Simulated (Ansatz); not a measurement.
The relaxed structure here is a generated cell of SnO: the first start was made by placing the elements on the sites of a structure type, and the end was not matched to a known phase here, so it may be hypothetical. Known forms of SnO include space group No. 129.

One stationary structure of SnO. Space group F-43m (No. 216), zinc blende type. The numbers are results of r2SCAN (plane waves to 500 eV, PAW, scalar-relativistic; Ansatz, a program for electronic structure), not measurements.

Space group F-43m (No. 216); a = b = c = 5.409 Å, α = β = γ = 90.00°

| atom | site | symmetry | x | y | z |
|---|---|---|---|---|---|
| O | 4d | -43m | 0.7500 | 0.7500 | 0.7500 |
| Sn | 4a | -43m | 0.0000 | 0.0000 | 0.0000 |
(The calculation used a cell of 2 atoms; values per cell refer to that cell.)

```json
{
  "volume_per_atom": "19.78 Å³",
  "density": "5.65 g/cm³",
  "band_gap": "no gap (metallic)",
  "shortest_distances": "O–Sn 2.34 Å",
  "k-mesh": "15×15×15"
}
```

Band energies at high-symmetry points (eV from the Fermi level; labels of this space group; no spin-orbit coupling), from −5 eV up to 4.4 eV:

```tsv
point	energies
Γ	-3.99 -3.99 -3.99
X	-0.58 -0.14
U	-4.95 -0.32 0.81 3.58
K	-4.95 -0.32 0.81 3.58
L	-4.43 -4.43 -2.43 1.75
W	0.05 1.41 2.78
```

No spin polarisation in the result.

The run could not lose the symmetry of its start, so the end can be a saddle point.

All atoms sit on sites fixed by symmetry, so only the cell could relax.
